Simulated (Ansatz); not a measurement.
HfO$_{2}$:
```xyz
12
Lattice="5.4856 0.0000 0.0000 0.0000 3.2559 0.0000 0.0000 0.0000 6.3969" Properties=species:S:1:pos:R:3 pbc="T T T"
Hf     4.1380     0.8140     0.7248
Hf     1.3476     2.4419     5.6721
Hf     4.0904     2.4419     3.9233
Hf     1.3952     0.8140     2.4737
O      5.3482     2.4419     2.1656
O      0.1374     0.8140     4.2313
O      2.8802     0.8140     5.3641
O      2.6054     2.4419     1.0328
O      4.7138     2.4419     5.9271
O      0.7718     0.8140     0.4698
O      3.5146     0.8140     2.7287
O      1.9710     2.4419     3.6683
```

This is the LDA-relaxed structure.

**Question.** All from DFT-LDA in the program Ansatz with PAW potentials, unless another level is named. Predict the Poisson's ratio.

**Answer.** 0.32.

**Question.** Give the highest zone-centre frequency (without LO–TO term).

**Answer.** 707 cm⁻¹.

Space group Pnma. The first step of the workflow began from a Materials Project structure, measured or hypothetical; the Crystallography Open Database copy checked does not list it. It is not the phase usual at ambient conditions (space group No. 14, 29). The cell was relaxed with LDA under the symmetry of its start; of distortions, only those at the zone centre were tested. No spin polarisation was allowed. Scalar-relativistic: spin–orbit coupling is off unless named, which matters more the heavier the elements.

Potentials: the later of the program's two PAW sets.
